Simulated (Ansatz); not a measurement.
## HgTe: single point with Ansatz

System: HgTe (zinc blende type, first atom moved by 0.06 Å along [111]), 2 atoms in the cell.

Ansatz input (lattice in Å, positions in fractions of it; a bare `kind: paw` takes the build's default datasets)
```yaml
crystal:
  lattice:
    - [0.0, 3.33, 3.33]
    - [3.33, 0.0, 3.33]
    - [3.33, 3.33, 0.0]
  atoms:
    - { symbol: Hg, position: [0.0052013538, 0.0052013538, 0.0052013538] }
    - { symbol: Te, position: [0.25, 0.25, 0.25] }
kpoints:
  mp_grid: { grid: [4, 4, 4] }
hamiltonian:
  xc: hse06
  pseudopotentials: { kind: paw }
scf:
  occupations: { method: fermi_dirac, width: 0.1 }
output:
  forces: true
  stress: true
  eigenvalues: true
basis:
  ecutwfc: 320
```

These are results of Ansatz 0.2.0 development build, HSE06, plane waves, PAW datasets (generated soft set 1), not measurements.

Output, in brief

- Pressure: -1.14 GPa
- Largest force: 0.170 eV/Å on Hg1 and Te2
- Smearing term TS: 3.6 meV/atom
- Valence electrons: 36
- Irreducible k-points: 13
- CPU time: roughly 40 core-seconds on a shared host

```
atom  Fx (eV/Å)  Fy (eV/Å)  Fz (eV/Å)
 Hg1     -0.098     -0.098     -0.098
 Te2      0.098      0.098      0.098
```

Stress tensor in GPa, compression positive:
```
-1.14  0.24  0.24
 0.24 -1.14  0.24
 0.24  0.24 -1.14
```

The stress includes the program's correction for the finite plane-wave basis.

The k-mesh is coarse, so these values belong to this mesh and can lie far from the converged ones. The cutoff lies below the one recommended for these datasets.
